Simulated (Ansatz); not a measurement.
In CuZn (CsCl type) the Cu atom of the primitive cell, with all its periodic images, is moved by 0.02 Å along x.

```xyz
2
Lattice="2.9700 0.0000 0.0000 0.0000 2.9700 0.0000 0.0000 0.0000 2.9700" Properties=species:S:1:pos:R:3 pbc="T T T"
Cu    0.0200    0.0000    0.0000
Zn    1.4850    1.4850    1.4850
```

All numbers below come from PBE, plane waves, all-electron PAW datasets generated for the crystal, point nucleus in Ansatz 0.2.0 development build.

Cutoff 300 eV; k-mesh 8×8×8 Γ-centred; Fermi–Dirac smearing of 0.1 eV; no spin polarisation.

Question: What force results, and what does it mean for the zone-centre vibration?

Answer: The force on it along the displacement is -0.0866 eV/Å, a force constant of 4.33 eV/Å². With the reduced mass of 32.22 u the zone-centre optical mode lies at 191 cm⁻¹ (5.73 THz) in this finite-step estimate.

| atom | Fx (eV/Å) | Fy (eV/Å) | Fz (eV/Å) |
| --- | --- | --- | --- |
| Cu1 | -0.0866 | 0.0000 | 0.0000 |
| Zn2 | 0.0866 | 0.0000 | 0.0000 |

The k-mesh is modest, so these values aren't fully converged in k.
